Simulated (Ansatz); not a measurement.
Starting cell, Sc (fcc, Cu type):

```
CELL_PARAMETERS angstrom
      0.00000     4.47236     4.47236
      2.23618     0.00000     2.23618
      2.23618     2.23618     0.00000
ATOMIC_POSITIONS crystal
  Sc 0.00000 0.00000 0.00000
  Sc 0.50000 0.00000 0.00000
```

A phonon eigenvector at L = (0.5, 0.0, 0.0) is frozen into this cell: atom i moves by Q times the vector below, so Q is the largest atomic displacement, in Å. The cell is held. It is one choice among 2 degenerate patterns. (q is in reciprocal vectors of the primitive cell; the cell shown is doubled to hold the pattern.)

| atom | x | y | z |
|---|---|---|---|
| Sc1 | 0.285 | -0.520 | 0.805 |
| Sc2 | -0.285 | 0.520 | -0.805 |

Level of theory: LDA (plane waves to 420 eV, PAW, scalar-relativistic; Ansatz, an electronic-structure program). k mesh 9×18×18 (Γ-centred), Fermi-Dirac smearing 0.05 eV. E stands for the smeared free energy. With partly filled bands, energies and forces of such displacements shift with the k mesh and the smearing. Sc is run without spin polarisation. Sc was relaxed with its symmetry unable to fall. This is one of several known forms of Sc; the measured ambient cells at hand have space group No. 194. ΔE is measured from the undisplaced structure. The last digit holds for this mesh only.

| Q (Å) | ΔE (meV/cell) |
|---|---|
| -0.2800 | 135.2 |
| -0.2333 | 94.8 |
| -0.1867 | 61.0 |
| -0.1400 | 34.5 |
| -0.0933 | withheld |
| -0.0467 | 3.9 |
| 0.0000 | 0.0 |
| 0.0467 | 3.9 |
| 0.0933 | withheld |
| 0.1400 | 34.5 |
| 0.1867 | 61.0 |
| 0.2333 | 94.8 |
| 0.2800 | 135.2 |

Problem. Fit an even polynomial form (powers 2, 4) to the given rows and predict ΔE at Q = -0.0933.

Solution. Least squares on the 11 given rows: ΔE = (1774)·Q² + (-623.2)·Q⁴, in meV/cell with Q in Å; root-mean-square residual 0.06 meV/cell. At -0.0933 the fit gives 15.4 meV/cell; the calculation gives 15.5 meV/cell, so the interpolation is off by -0.1 (-0.6 %). The quadratic term alone would give 15.4 meV/cell.

(For displaced atoms, the force is minus the slope of the energy, and its curvature is a force constant, which sets phonon frequencies.)
